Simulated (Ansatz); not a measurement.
HfO2:
```cif
data_Hf4O8
_chemical_formula_sum 'Hf4 O8'
_space_group_name_H-M_alt 'P 1'
_space_group_IT_number 1
_cell_length_a 5.22824
_cell_length_b 5.01722
_cell_length_c 5.04153
_cell_angle_alpha 90.000
_cell_angle_beta 90.000
_cell_angle_gamma 90.000
loop_
_space_group_symop_operation_xyz
  'x, y, z'
loop_
_atom_site_label
_atom_site_type_symbol
_atom_site_fract_x
_atom_site_fract_y
_atom_site_fract_z
_atom_site_occupancy
Hf1 Hf 0.03290 0.26756 0.24230 1
Hf2 Hf 0.96710 0.73244 0.74230 1
Hf3 Hf 0.46710 0.26756 0.74230 1
Hf4 Hf 0.53290 0.73244 0.24230 1
O1 O 0.36799 0.07173 0.37991 1
O2 O 0.63201 0.92827 0.87991 1
O3 O 0.13201 0.07173 0.87991 1
O4 O 0.86799 0.92827 0.37991 1
O5 O 0.73402 0.45967 0.49079 1
O6 O 0.26598 0.54033 0.99079 1
O7 O 0.76598 0.45967 0.99079 1
O8 O 0.23402 0.54033 0.49079 1
```

Relaxed with PBEsol.

Decompose the optical modes at the zone centre into irreducible representations, and say which are infrared and Raman allowed.

Point group mm2: Γ_opt = 8A1 + 9A2 + 8B1 + 8B2. Infrared: A1, B1, B2. Raman: A1, A2, B1, B2.

Assign frequencies (DFPT, DFT-PBEsol in the program Ansatz with PAW potentials; without the LO–TO term).

A1 120, A2 123, B1 125, A2 138, B2 140, A2 149, A1 160, B2 230, B1 233, B2 241, A1 252, B1 267, A2 302, A1 319, B2 325, B1 326, A1 333, A1 377, B1 379, B2 389, A2 402, A1 456, A2 476, B1 478, B2 517, B2 544, A2 573, A1 590, B1 627, A2 647, A2 671, B1 682, B2 725 cm⁻¹.

Subscripts of B labels follow the axes of the standard setting.

Space group Pca2_1. The PBEsol relaxation kept the symmetry of its start; of distortions, only those at the zone centre were tested. No spin polarisation was allowed. Spin–orbit coupling is left out wherever it is not named.

Potentials: the later of the program's two PAW sets.
